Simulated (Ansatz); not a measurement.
HfC (rock salt), relaxed and computed with several functionals in Ansatz (plane waves, PAW). Much of their spread follows the volume that each gives.

| functional | V (Å³/atom) | B₀ by P(V) fit (GPa) |
|---|---|---|
| PBE | 12.58 | 233 |
| r²SCAN | 12.50 | 244 |
| PBEsol | 12.22 | ? |
| LDA | 11.95 | 261 |

Question: Fit a straight line to ln B₀ against ln V and predict the withheld value.

Answer: Least squares on the 3 shown rows: ln B₀ = -1.95 × ln V + (10.404), with a scatter of 1.4 %. For PBEsol this gives 250. The run itself gave 248, a miss of 0.8 % of that.

All cells were relaxed under the symmetry of their starts (and spin orders); stability against distortions was not tested throughout. Named crystals with no word on spin ran without spin polarisation. Spin–orbit coupling is left out wherever it is not named.

Potentials: the earlier of the program's two PAW sets. The files were generated under PBE; for other functionals the program regenerates the frozen cores, and for LDA and PBEsol the local potential too.

Ansatz (a first-principles code) is a plane-wave DFT program.
